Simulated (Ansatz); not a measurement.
## Stationary points along a deformation path in SrTl

Computed with Ansatz, DFT r2SCAN, scalar-relativistic, plane waves, PAW. Cutoff 500 eV, Γ-centred 14×14×14 k-points, Gaussian smearing of 0.15 eV. Spin–orbit coupling is left out, which can shift energies with elements as heavy as these. No spin polarisation. Energies are free energies at this smearing, counted from the undisturbed cell; pressure is positive in compression.

Zero of the scan (as given, not relaxed at this level; it stands at 0.8 GPa, and it needn't be the usual structure):

```
Sr Tl
1.0
     4.03200    0.00000    0.00000
     0.00000    4.03200    0.00000
     0.00000    0.00000    4.03200
Sr Tl
1 1
Direct
  0.00000 0.00000 0.00000
  0.50000 0.50000 0.50000
```

At fixed volume and fractional coordinates, lengths along (0.577, 0.577, 0.577) are scaled against those across it; ρ is that ratio over its starting value. V = 32.774 Å³/atom. Δσ is the stress along the axis less the mean stress across it (compression positive).

```csv
ρ,ΔE (meV/atom),Δσ (GPa),space group
0.500,4295.1,143.87,R-3m
0.600,1807.3,68.13,R-3m
0.710,679.1,33.42,R-3m
0.850,130.9,12.71,R-3m
0.930,23.8,5.01,R-3m
1.000,0.0,0.00,Pm-3m
1.200,99.7,-6.62,R-3m
1.410,253.3,-6.55,R-3m
1.700,384.8,-3.64,R-3m
2.000,425.4,0.00,Fm-3m
```

Problem. How does the stress give the slope of the energy, and where is the energy stationary?

Solution. Along the path d ln(length) is 2/3 d ln ρ on the axis and −1/3 d ln ρ across it, so dE/d ln ρ = −(2/3) V Δσ: the energy falls with ρ where Δσ is positive. Δσ vanishes or changes sign at ρ = 1.000 (Pm-3m), a minimum at 0.0 meV/atom; at ρ = 2.000 (Fm-3m, an end of the scan), at 425.4 meV/atom. Pairs of stationary points between two samples would go unseen, and could change a minimum read from distant neighbours into a maximum. At ρ = 1.000, 2.000 the cell is cubic, where symmetry alone makes the stress isotropic and the slope zero.

In a metal these slopes depend on the k mesh and the smearing.